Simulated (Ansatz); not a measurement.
Ag:
```cif
data_Ag2
_chemical_formula_sum 'Ag2'
_space_group_name_H-M_alt 'P 1'
_space_group_IT_number 1
_cell_length_a 4.39689
_cell_length_b 4.39689
_cell_length_c 4.39689
_cell_angle_alpha 60.000
_cell_angle_beta 60.000
_cell_angle_gamma 60.000
loop_
_space_group_symop_operation_xyz
  'x, y, z'
loop_
_atom_site_label
_atom_site_type_symbol
_atom_site_fract_x
_atom_site_fract_y
_atom_site_fract_z
_atom_site_occupancy
Ag1 Ag 0.00000 0.00000 0.00000 1
Ag2 Ag 0.25000 0.25000 0.25000 1
```

This is the PBE-relaxed structure.

### Question
All from the program Ansatz at the PBE level (PAW), unless another level is named. Predict the density of states at the Fermi level.

### Answer
0.31 states/eV per atom (mean over ±0.08 eV).

### Question
Predict the gap with spin–orbit coupling.

### Answer
none (metallic).

Space group Fd-3m (diamond). The start of the workflow was typed in or built on a structure type; neither database checked (COD, Materials Project) lists it. It is not the phase usual at ambient conditions (space group No. 225). The cell was relaxed with PBE under the symmetry of its start; whether a distortion lowers the energy is not shown. The run is not spin-polarised. Scalar-relativistic: spin–orbit coupling is off unless named, which matters more the heavier the elements.

Potentials: the earlier of the program's two PAW sets.
